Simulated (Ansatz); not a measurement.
Relaxed-ion elastic tensor of FeCo (CsCl type, space group No. 221) in GPa (Voigt order), plane-wave PAW PBEsol (Ansatz code); density 8.68 g/cm³, 10.98 Å³ per atom.

```
293  181  181  0.0  0.0  0.0
181  293  181  0.0  0.0  0.0
181  181  293  0.0  0.0  0.0
0.0  0.0  0.0  148  0.0  0.0
0.0  0.0  0.0  0.0  148  0.0
0.0  0.0  0.0  0.0  0.0  148
```

**Question.** Is the crystal mechanically stable?

**Answer.** Yes: the smallest eigenvalue of C is 112 GPa.

**Question.** Work out the Voigt, Reuss and Hill averages.

**Answer.** K_V = 218, K_R = 218, K_H = 218; G_V = 111, G_R = 89.5, G_H = 100 GPa.

**Question.** Give Young's modulus, Poisson's ratio, Pugh's ratio and the universal anisotropy index.

**Answer.** E = 9KG/(3K + G) = 261 GPa; ν = 0.30; K/G = 2.17 (ductile by the Pugh limit of 1.75); A_U = 5G_V/G_R + K_V/K_R − 6 = 1.22.

**Question.** Estimate the sound speeds and the Debye temperature.

**Answer.** v_l = √((K + 4G/3)/ρ) = 6370 m/s, v_t = √(G/ρ) = 3400 m/s, mean 3800 m/s; Θ = (h/k)(3n/4πV)^(1/3) v_m = 509 K.

**Question.** Give the Zener ratio and Young's modulus along [100], [110] and [111].

**Answer.** A = 2C44/(C11 − C12) = 2.64; 1/E = S11 − 2(S11 − S12 − S44/2)Γ with Γ = 0, 1/4, 1/3 gives 155, 272, 363 GPa.

Space group Pm-3m (CsCl type). The PBEsol relaxation kept the symmetry of its start. The final state is ferromagnetic, chosen from 5 collinear starts compared on coarse meshes (ties went to the first, and starts can fall back to one state), not a proven ground state. Textbook magnetic order: ferromagnetic. As this level gives no gap, shear constants depend on the k-mesh and smearing (Fermi–Dirac, 0.1 eV here).

Potentials: the earlier of the program's two PAW sets. The files were generated under PBE; for other functionals the program regenerates the frozen cores, and for LDA and PBEsol the local potential too.
